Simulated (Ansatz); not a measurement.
KTaO3 (cubic perovskite), relaxed and computed with several functionals in Ansatz (plane waves, PAW). Much of their spread follows the volume that each gives.

| functional | V (Å³/atom) | B₀ by P(V) fit (GPa) |
|---|---|---|
| PBE | 13.02 | 189 |
| HSE06 | 12.66 | 213 |
| r²SCAN | 12.70 | 210 |
| LDA | 12.34 | ? |

Fit a straight line to ln B₀ against ln V and predict the withheld value.

Least squares on the 3 shown rows: ln B₀ = -4.25 × ln V + (16.149), with a scatter of 0.0 %. For LDA this gives 237. The run itself gave 219, a miss of 8.2 % of that, well beyond the scatter: the line misses something about this case.

All cells were relaxed under the symmetry of their starts (and spin orders); stability against distortions was not tested throughout. Named crystals with no word on spin ran without spin polarisation. Scalar-relativistic: spin–orbit coupling is off unless named, which matters more the heavier the elements.

Potentials: the earlier of the program's two PAW sets. The files were generated under PBE; for other functionals the program regenerates the frozen cores, and for LDA and PBEsol the local potential too.

Ansatz (a program for electronic structure) is a plane-wave DFT program.
